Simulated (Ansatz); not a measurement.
Geometry optimisation in Ansatz: input, command and trajectory.

```yaml
crystal:
  lattice:
    - [-1.7682618285, 1.7682618285, 4.337767298]
    - [1.7682618285, -1.7682618285, 4.337767298]
    - [1.7682618285, 1.7682618285, -4.337767298]
  atoms:
    - { symbol: In, position: [0.0, 0.0, 0.0] }
    - { symbol: W, position: [0.665, 0.665, 0.0] }
    - { symbol: W, position: [0.335, 0.335, 0.0] }
basis:
  ecutwfc: 420
kpoints:
  mp_grid: { grid: [6, 6, 6] }
hamiltonian:
  xc: pbe
scf:
  occupations: { method: gaussian, width: 0.1 }
  lower_state_search: "off"
output:
  forces: true
  stress: true
  eigenvalues: true
relax:
  adjacent_minimum: "off"
  f_tol: 0.04
  max_steps: 70
  cell: { stress_tol: 0.4 }
```

```bash
ansatz run input.yaml --threads 1 --pin off --max-ram 2560MiB --backend cpu --events-out ev --progress --plain --runs-dir out
```

Theory: Ansatz 0.2.0, DFT PBE, scalar-relativistic, plane waves, PAW.

Of 8 frames 8 are shown, positions in Å and forces in eV/Å; the SCF threshold varies from step to step. Steps run on the plane waves of an earlier cell, with a Pulay correction in the pressure. The basis is chosen afresh for the last frame, the zero of the energies, and at times for earlier ones too; energy and pressure step there, also at an unchanged geometry. The mark taken_back stands on steps that the optimiser undid.

```xyz
3
Lattice="-1.7683 1.7683 4.3378 1.7683 -1.7683 4.3378 1.7683 1.7683 -4.3378" Properties=species:S:1:pos:R:3:forces:R:3 pbc="T T T" step=1 free_energy_over_end_meV_per_atom=191.50 pressure_GPa=-5.73
In    0.0000    0.0000    0.0000    0.0000    0.0000    0.0000
W     0.0000    0.0000    5.7692    0.0000    0.0000    1.5801
W     0.0000    0.0000    2.9063    0.0000    0.0000   -1.5801
3
Lattice="-1.6938 1.6938 4.3711 1.6938 -1.6938 4.3711 1.6938 1.6938 -4.3711" Properties=species:S:1:pos:R:3:forces:R:3 pbc="T T T" step=2 free_energy_over_end_meV_per_atom=147.98 pressure_GPa=17.17
In    0.0000    0.0000    0.0000    0.0000    0.0000    0.0000
W     0.0000    0.0000    6.0101    0.0000    0.0000   -2.5139
W     0.0000    0.0000    2.7322    0.0000    0.0000    2.5139
3
Lattice="-1.7118 1.7118 4.5688 1.7118 -1.7118 4.5688 1.7118 1.7118 -4.5688" Properties=species:S:1:pos:R:3:forces:R:3 pbc="T T T" step=3 free_energy_over_end_meV_per_atom=29.29 pressure_GPa=-2.95
In    0.0000    0.0000    0.0000    0.0000    0.0000    0.0000
W     0.0000    0.0000    6.1995    0.0000    0.0000    0.7190
W     0.0000    0.0000    2.9380    0.0000    0.0000   -0.7190
3
Lattice="-1.6983 1.6983 4.6462 1.6983 -1.6983 4.6462 1.6983 1.6983 -4.6462" Properties=species:S:1:pos:R:3:forces:R:3 pbc="T T T" step=4 free_energy_over_end_meV_per_atom=9.01 pressure_GPa=-1.80
In    0.0000    0.0000    0.0000    0.0000    0.0000    0.0000
W     0.0000    0.0000    6.3381    0.0000    0.0000    0.2545
W     0.0000    0.0000    2.9544    0.0000    0.0000   -0.2545
3
Lattice="-1.6693 1.6693 4.7699 1.6693 -1.6693 4.7699 1.6693 1.6693 -4.7699" Properties=species:S:1:pos:R:3:forces:R:3 pbc="T T T" step=5 free_energy_over_end_meV_per_atom=1.65 pressure_GPa=1.68
In    0.0000    0.0000    0.0000    0.0000    0.0000    0.0000
W     0.0000    0.0000    6.5360    0.0000    0.0000   -0.3628
W     0.0000    0.0000    3.0039    0.0000    0.0000    0.3628
3
Lattice="-1.6666 1.6666 4.8094 1.6666 -1.6666 4.8094 1.6666 1.6666 -4.8094" Properties=species:S:1:pos:R:3:forces:R:3 pbc="T T T" step=6 free_energy_over_end_meV_per_atom=2.11 pressure_GPa=-0.21 taken_back
In    0.0000    0.0000    0.0000    0.0000    0.0000    0.0000
W     0.0000    0.0000    6.5725    0.0000    0.0000    0.3355
W     0.0000    0.0000    3.0462    0.0000    0.0000   -0.3355
3
Lattice="-1.6749 1.6749 4.7698 1.6749 -1.6749 4.7698 1.6749 1.6749 -4.7698" Properties=species:S:1:pos:R:3:forces:R:3 pbc="T T T" step=7 free_energy_over_end_meV_per_atom=0.11 pressure_GPa=-0.30
In    0.0000    0.0000    0.0000    0.0000    0.0000    0.0000
W     0.0000    0.0000    6.5263    0.0000    0.0000    0.0064
W     0.0000    0.0000    3.0134    0.0000    0.0000   -0.0064
3
Lattice="-1.6749 1.6749 4.7698 1.6749 -1.6749 4.7698 1.6749 1.6749 -4.7698" Properties=species:S:1:pos:R:3:forces:R:3 pbc="T T T" step=8 free_energy_over_end_meV_per_atom=0.00 pressure_GPa=-0.29
In    0.0000    0.0000    0.0000    0.0000    0.0000    0.0000
W     0.0000    0.0000    6.5263    0.0000    0.0000    0.0066
W     0.0000    0.0000    3.0134    0.0000    0.0000   -0.0066
```

The start puts this composition into another compound's structure type, which needn't suit it. At the end the space group is I4/mmm (tolerance 0.05 Å).

Time: 16 s on 1 thread of Arm Neoverse V2 (shared host), peak memory 0.35 GiB.

The k mesh is coarse. Spin–orbit coupling is left out, which can shift energies with elements as heavy as these.